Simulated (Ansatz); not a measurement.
Li4MgNb6O18:
```
Li4MgNb6O18
1.0
    5.16597     0.00000     0.00000
   -2.58299     4.47386     0.00000
    0.00000     0.00000    13.88434
Li Mg Nb O
4 1 6 18
Direct
  0.66667   0.33333   0.55726
  0.33333   0.66667   0.38807
  0.33333   0.66667   0.88247
  0.00000   0.00000   0.72213
  0.00000   0.00000   0.21252
  0.33333   0.66667   0.16419
  0.66667   0.33333   0.33814
  0.00000   0.00000   0.50361
  0.33333   0.66667   0.66876
  0.66667   0.33333   0.83615
  0.00000   0.00000   0.99391
  0.05896   0.74418   0.10626
  0.68522   0.94104   0.10626
  0.00728   0.36816   0.27272
  0.25582   0.31478   0.10626
  0.36088   0.99272   0.27272
  0.63184   0.63912   0.27272
  0.70498   0.04756   0.43687
  0.34258   0.29502   0.43687
  0.67599   0.71390   0.60242
  0.95244   0.65742   0.43687
  0.03791   0.32401   0.60242
  0.28610   0.96209   0.60242
  0.37441   0.38183   0.76769
  0.00742   0.62559   0.76769
  0.33404   0.03465   0.93042
  0.61817   0.99258   0.76769
  0.70061   0.66596   0.93042
  0.96535   0.29939   0.93042
```

Relaxed with r²SCAN.

Q: Tabulate the valence density and the electron localisation function along the shortest Mg–O contact (2.06 Å), DFT-r²SCAN in the program Ansatz with PAW potentials.

A: 

```
distance from Mg (Å)  density (e/Å³)   ELF
--------------------  --------------  ----
0.21                           23.13  0.26
0.31                           15.52  0.34
0.41                            8.62  0.41
0.52                            3.88  0.41
0.62                            1.43  0.28
0.72                            0.51  0.11
0.82                            0.29  0.05
0.93                            0.28  0.09
1.03                            0.35  0.32
1.13                            0.50  0.65
1.24                            0.75  0.79
1.34                            1.15  0.84
1.44                            1.84  0.84
1.55                            2.93  0.82
1.65                            4.32  0.76
1.75                            5.72  0.63
1.85                            6.80  0.45
```

The density is the valence pseudo-density with augmentation charge, so density and ELF within about 1 Å of a nucleus are not all-electron values.

Space group P3. The start of the workflow was typed in or built on a structure type; neither database checked (COD, Materials Project) lists it. Whether it is the stable phase at ambient conditions was not checked. Symmetry was held in the r²SCAN relaxation; its stability against distortions is not shown here. No spin polarisation was allowed.

Potentials: the later of the program's two PAW sets.
